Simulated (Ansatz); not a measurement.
Phases of Ga at 8 GPa

Structure types of Ga are relaxed in primitive cells with their symmetry kept at 8 GPa, first on PAW files, then by LAPW. The enthalpy is E + pV at zero temperature, without zero-point motion. Only the types listed were tried, and differences under about 5 meV/atom are mesh noise. Not among the end structures: fcc, which may lie lower.

Level of theory: DFT with PBEsol, scalar-relativistic, in Ansatz 0.2.0; Fermi–Dirac smearing of 0.1 eV, no spin polarisation. LAPW: all electrons, basis error target 0.5 meV/atom; PAW: frozen-core files, cutoff 420 eV.

k meshes: bcc 17×17×17, hcp 15×15×8, sc 14×14×14, diamond 12×12×12, simple hexagonal 16×16×15.

The PAW files were made under PBE.

| start type | ends as | a, b, c (Å) | V (Å³/atom) | H − H(lowest), LAPW (meV/atom) |
| --- | --- | --- | --- | --- |
| bcc | bcc, Im-3m | 3.189, 3.189, 3.189 | 16.22 | 19.2 |
| hcp | hcp, P6_3/mmc | 2.798, 2.798, 4.733 | 16.05 | 0.0 |
| sc | sc, Pm-3m | 2.566, 2.566, 2.566 | 16.90 | 95.4 |
| diamond | diamond, Fd-3m | 5.510, 5.510, 5.510 | 20.91 | ? |
| simple hexagonal | simple hexagonal, P6/mmm | 2.699, 2.699, 2.598 | 16.39 | ? |

**Question.** Give the missing entry: row "diamond", column "H − H(lowest), LAPW (meV/atom)".

**Answer.** 575.6.

**Question.** Give the missing entry: row "simple hexagonal", column "H − H(lowest), LAPW (meV/atom)".

**Answer.** 25.8.

**Question.** Split the lead of hcp over bcc into energy and pV.

**Answer.** For bcc less hcp: ΔE = +10.5 meV/atom, and p·ΔV = 8 GPa × +0.1750 Å³ × 6.242 meV/(GPa·Å³) = +8.7 meV/atom, together 19.2 meV/atom. hcp wins on both counts.
